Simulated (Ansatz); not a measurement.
Relaxed PbSe (rock salt):

```
PbSe
1.0
    0.00000     6.21775     6.21775
    3.10888     0.00000     3.10888
    3.10888     3.10888     0.00000
Se Pb
2 2
Direct
  0.00000   0.00000   0.00000
  0.50000   0.00000   0.00000
  0.25000   0.50000   0.50000
  0.75000   0.50000   0.50000
```

The atoms are displaced by Q × the pattern below (from a DFPT mode at L = (0.5, 0.0, 0.0), largest move 1; Q in Å), at fixed cell. (q is in reciprocal vectors of the primitive cell; the cell shown is doubled to hold the pattern.)

```
atom       x       y       z
----  ------  ------  ------
Se1   -0.577   0.577   0.577
Se2    0.577  -0.577  -0.577
```

Atoms not listed stay in place.

Method: PBE (plane waves to 420 eV, PAW, scalar-relativistic; Ansatz, an electronic-structure program). k mesh 9×9×9 (Γ-centred), Fermi-Dirac smearing 0.05 eV. Energies are smeared free energies. PbSe was relaxed with its symmetry unable to fall. Spin-orbit coupling is left out, though Pb is heavy. The zero of ΔE is the undisplaced structure.

The scan covers Q from -0.180 to 0.180 Å in 13 points.

Question: Which space group does the distorted structure have?

Answer: R-3m (No. 166), lowered from Fm-3m.

Question: Is this a single well or a double well?

Answer: A single well with its minimum at or next to zero displacement.

Question: What is the energy change at Q = 0.180 Å?

Answer: 176.7 meV/cell.

Question: What harmonic wavenumber does the curvature at Q = 0 give?

Answer: 137 cm⁻¹.

(A displaced cell: forces are minus the slopes of the energy, force constants its curvatures, and phonons follow from these.)
